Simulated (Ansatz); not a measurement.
This Li2TaO3 structure is the end of a relaxation. The cell was found from a structure generator's guess, not taken from experiment.

Computed with DFT PBE, scalar-relativistic, plane waves, PAW in Ansatz 0.2.0. Cutoff 420 eV, Γ-centred mesh, Gaussian smearing, no spin polarisation.

```
Li Ta O
1.0
    -1.53039    1.53039    6.18222
     1.53039   -1.53039    6.18222
     1.53039    1.53039   -6.18222
Li Ta O
2 1 3
Cartesian
  0.0000 0.0000 3.8933
  0.0000 0.0000 8.4712
  0.0000 0.0000 0.0000
  0.0000 0.0000 6.1822
  0.0000 0.0000 10.4337
  0.0000 0.0000 1.9307
```

Energies over the elements count from the elements' standard structures at the same level (O₂ as a molecule), with no fitted energy shifts.

Problem. Find its symmetry and describe it.

Solution. I4/mmm (No. 139), with Li and Ta ordered on rock salt sites. Conventional cell: a = 3.061 Å, c = 12.364 Å. Li is surrounded by 1 O at 1.96 Å, 5 O at 2.19–2.29 Å, 4 Li at 2.69 Å, 4 Li at 3.06 Å and 4 Ta at 3.15 Å; Ta has 2 O at 1.93 Å, 4 O at 2.16 Å, 4 Ta at 3.06 Å and 8 Li at 3.15 Å; O on a site of symmetry 4/mmm is surrounded by 4 Ta at 2.16 Å and 2 Li at 2.29 Å; O on a site of symmetry 4mm has 1 Ta at 1.93 Å, 1 Li at 1.96 Å and 4 Li at 2.19 Å.

Problem. How far does it lie from the elements in energy?

Solution. −2.26 eV/atom. Whether it is stable depends on the other phases of the system, which aren't compared here.

Problem. Is it a metal?

Solution. Yes, bands cross the Fermi level on the 12×12×12 mesh.

The last run used a 12×12×12 mesh for its 6-atom cell and Gaussian smearing of 0.10 eV. Spin–orbit coupling, which can matter for Ta, is left out. An odd number of electrons in the primitive cell allows no gap without spin; a larger cell or a magnetic state could open one. Symmetry constrained the relaxation, so the result can be a saddle point.
